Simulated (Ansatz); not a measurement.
**ZrTeBr₂O₆ in Ansatz, settings compared**

Launch command:

```bash
ansatz run input.yaml --threads 1 --pin off --max-ram 2560MiB --backend cpu --events-out ev --progress --plain --runs-dir out
```

input.yaml:

```yaml
crystal:
  lattice:
    - [5.647057, 0.0, 0.0]
    - [-2.823528, 4.890502, 0.0]
    - [-2.823528, 1.630167, 5.039627]
  atoms:
    - { symbol: Br, position: [0.29, 0.71, 0.87] }
    - { symbol: Br, position: [0.76, 0.24, 0.28] }
    - { symbol: Zr, position: [0.993, 0.007, 0.979] }
    - { symbol: Te, position: [0.5, 0.5, 0.5] }
    - { symbol: O, position: [0.126, 0.278, 0.231] }
    - { symbol: O, position: [0.722, 0.617, 0.231] }
    - { symbol: O, position: [0.383, 0.874, 0.231] }
    - { symbol: O, position: [0.228, 0.386, 0.728] }
    - { symbol: O, position: [0.614, 0.114, 0.728] }
    - { symbol: O, position: [0.886, 0.772, 0.728] }
  symmetry: { tolerance: 0.0003 }
kpoints:
  mp_grid: { grid: [4, 4, 4], shift: [0, 0, 0] }
magnetization:
  spin_polarized: false
scf:
  occupations: { method: fermi_dirac }
hamiltonian:
  pseudopotentials: { kind: paw }
  xc: r2scan
basis:
  ecutwfc: 500
output:
  forces: true
  stress: true
  eigenvalues: true
```

Origin of the cell: a known structure type with other elements, at an estimated volume, so it need not be a known compound.

The smearing width isn't typed, so it takes its default of 0.1 eV.

Output of this run (shortened):

```
Warning: crystal.lattice misses the space group found at crystal.symmetry.tolerance 3.0e-4 in a digit that the deck types, which is why this is a warning: making the lattice exact moves one o […]
Pseudopotentials: kind: paw
Pseudopotential: Br, paw, valence charge 7, recommended cutoff 500 eV (meta_gga), Br.paw.azcp
Pseudopotential: Zr, paw, valence charge 12, recommended cutoff 500 eV (meta_gga), Zr.paw.azcp
Pseudopotential: Te, paw, valence charge 16, recommended cutoff 500 eV (meta_gga), Te.paw.azcp
Pseudopotential: O, paw, valence charge 6, recommended cutoff 500 eV (meta_gga), O.paw.azcp
Functional definition: r2SCAN
  exchange = r2scan_x(k0 = k0, k1 = k1, a1 = a1)
  correlation = r2scan_c
Crystal: 10 atoms, lattice volume = 139.179 Å³
Basis set: ecut = 500 eV, 3547 PW (Γ), exchange–correlation on 180×180×180 points (64 copies of the dense FFT grid, shifted against one another)
[… 16 lines left out …]
Initial density: superposition of atomic densities (neutral atoms: chi_scale 0, normalization atom), corrected by the library's trained network
Functional: x = r2scan, c = r2scan; τ floored in thin density (d = 2e-4 eV/Å³)
SCF iter   1: F=—  HF=-20176.663782 eV  Δρ=1.35e-2  dr2=4.18e-1  dr2_τ=2.92e-1
SCF iter   2: F=—  HF=-20176.754433 eV  Δρ=7.45e-3  dr2=7.82e-2  dr2_τ=1.43e-2  defer=13
SCF iter   3: F=—  HF=-20176.748506 eV  Δρ=3.98e-3  dr2=3.05e-2  dr2_τ=2.54e-3  defer=13
SCF iter   4: F=—  HF=-20176.744979 eV  Δρ=1.26e-3  dr2=2.45e-3  dr2_τ=4.32e-4  defer=13
SCF iter   5: F=—  HF=-20176.744922 eV  Δρ=4.78e-4  dr2=4.03e-4  dr2_τ=2.31e-5  defer=13
SCF iter   6: F=—  HF=-20176.744953 eV  Δρ=1.52e-4  dr2=5.31e-5  dr2_τ=2.84e-6  defer=13
SCF iter   7: F=—  HF=-20176.744983 eV  Δρ=1.05e-4  dr2=1.78e-5  dr2_τ=2.15e-6  defer=13
SCF iter   8: F=—  HF=-20176.744981 eV  Δρ=3.17e-5  dr2=2.34e-6  dr2_τ=1.47e-7  defer=13
SCF iter   9: F=—  HF=-20176.744981 eV  Δρ=1.46e-5  dr2=4.64e-7  dr2_τ=2.48e-8  defer=13
SCF iter  10: F=-20176.744981 eV  HF=-20176.744981 eV  Δρ=2.95e-6  dr2=1.98e-8  dr2_τ=7.06e-10
SCF 1 converged in 10 iterations: F = -20176.744981 eV  dr2 = 1.98e-8
SCF converged after 10 iterations
Free energy (F): -20176.744981 eV
Harris-Foulkes:  -20176.744981 eV  (|F-HF|=7.29e-9)
Internal energy: -20176.519564 eV  (E = F + TS)
E sigma→0 (E₀):  -20176.632273 eV
Entropy (-TS):   -0.225416 eV (-22.542 meV/atom)
Fermi energy:    9.400948 eV
--- Per-component energies (eV) ---
  E_band       = -459.932823
  E_kinetic    = 1825.913060
  E_local      = -4314.781253  (includes V_loc(G=0)·N_el)
  E_nonlocal   = 190.664177
  E_hartree    = 1825.979600
  E_xc         = -1205.697007
  E_vxc        = -1178.923579  (∫ρ·V_xc dr)
  E_paw        = -13152.463048  (= ΣΔE_a)
  E_vpaw       = -706.824774  (= ΣTr[D̂ρ^β])
  E_aug_tail   = 0.006009  (compensation charges beyond the density's cutoff)
  E_vtau       = 72.057027  (kinetic-family band-sum trace: ∫τ·v_τ [+ j·A + Jᵃ·Aᵃ] dr)
  E_ewald      = -5345.753183
  E_core_change = -0.387919  (= ΣΔE_core)
  E_smearing   = -0.225416  (= −TS)
  Σ components = -20176.744981   (vs F -20176.744981, Δ=0.00e0)
--- Forces (eV/Å), atoms counted from 1 ---
  atom   1  Br    -0.000000     0.000000    -2.050620
[… 4 lines left out …]
  atom   6  O      0.636529     1.220861     0.061405
  atom   7  O     -1.375561    -0.059180     0.061405
  atom   8  O      0.386261    -1.488408     0.843151
  atom   9  O      1.095869     1.078716     0.843151
  atom  10  O     -1.482130     0.409692     0.843151
  max |Σ_I F_I| component: 1.53e-5 eV/Å
--- Stress (GPa, compression-positive) ---
        6.294030       0.000000      -0.000000
       -0.000000       6.294030       0.000000
       -0.000000       0.000000      -0.151294
  P = ⅓ Tr σ = 4.1456 GPa (41.456 kbar)
```

The same input was run again with these changes:

1. `scf.occupations.width` default → 0.15; `scf.mixing.preconditioner` default → none; `scf.algorithm` default → direct_min
2. `accuracy` default → medium; `basis.ecutwfc` 500 → "250 eV"
3. `crystal.symmetry` { tolerance: 0.0003 } → { detect: false }; `total_charge` default → 1; `kpoints.mp_grid.grid` [4, 4, 4] → [3, 3, 3]
4. `hamiltonian.hubbard` default → { sites: [{ species: Zr, l: d, u_eff: 3.0 }], double_counting: amf }; `kpoints.mp_grid.grid` [4, 4, 4] → [6, 6, 6]

```csv
run,end,SCF iterations,P (GPa),max force component (eV/Å),moment (μB),ΔE(σ→0) (meV/atom)
base,converged,10,4.15,2.051,–,0
1,converged,8,4.27,2.053,–,-1.92
2,converged,10,2.71,2.000,–,1198.86
3,converged,12,–,2.275,–,–
4,converged,12,4.18,2.042,–,–
```

Energies are compared only where functional, datasets, charge and starting cell are the same.

Not properties of the system: run 2 (too coarse or loose: `basis.ecutwfc` = "250 eV"), run 3 (too coarse or loose: `kpoints.mp_grid.grid` = [3, 3, 3]).

Caveats of the base run: no moments, though an odd count or open d shells may carry them; no spin-orbit coupling, though heavy elements are present; the k mesh is coarse if the cell is a metal.

Run 2: the cutoff lies below the datasets' advice.
Run 3: charged cell with a uniform background, whose pressure depends on convention.

The base run ran for 11 s on 1 thread of Intel(R) Xeon(R) 6975P-C (Granite Rapids), on a shared host, peak memory 0.84 GiB, from the program's own first density.
